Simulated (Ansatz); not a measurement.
Input:

HfCl₄:
```xyz
10
Lattice="6.1246 0.0000 0.0000 0.0000 7.1350 0.0000 -1.9704 0.0000 5.7099" Properties=species:S:1:pos:R:3 pbc="T T T"
Hf     1.5845     4.7540     4.2824
Hf     2.5697     2.3809     1.4275
Cl     0.6403     2.7782     2.8805
Cl     3.5139     4.3568     2.8293
Cl     2.5287     2.7782     5.6843
Cl     1.6255     4.3568     0.0256
Cl     1.4395     0.9239     0.0706
Cl     2.7147     6.2110     5.6393
Cl     3.6999     0.9239     2.7844
Cl     0.4543     6.2110     2.9255
```

This is the LDA-relaxed structure. x, y and z are the axes in which the lattice vectors are written.

Q: All from DFT-LDA in the program Ansatz with PAW potentials, unless another level is named. Give the electronic dielectric constant ε∞ (DFPT).

A: 3.44 (xx), 3.62 (yy), 3.89 (zz).

Q: Predict the static dielectric constant ε0 (ions relaxed, cell fixed).

A: 4.55 (xx), 5.12 (yy), 9.00 (zz).

Q: Give the Born charges (a third of the trace).

A: Hf +4.03, Cl -1.08 to -0.93 e.

Space group P2/c. The first step of the workflow began from a Materials Project structure, measured or hypothetical; the Crystallography Open Database files this formula in space group No. 13, but the cells were not matched. Its standing as an ambient phase is unchecked. Symmetry was held in the LDA relaxation; whether a distortion lowers the energy is not shown. The run is not spin-polarised. A crystal of weakly bound chains computed without a dispersion correction: the cell and the soft elastic constants depend strongly on that. Scalar-relativistic: spin–orbit coupling is off unless named, which matters more the heavier the elements.

Potentials: the earlier of the program's two PAW sets. The files were generated under PBE; for other functionals the program regenerates the frozen cores, and for LDA and PBEsol the local potential too.
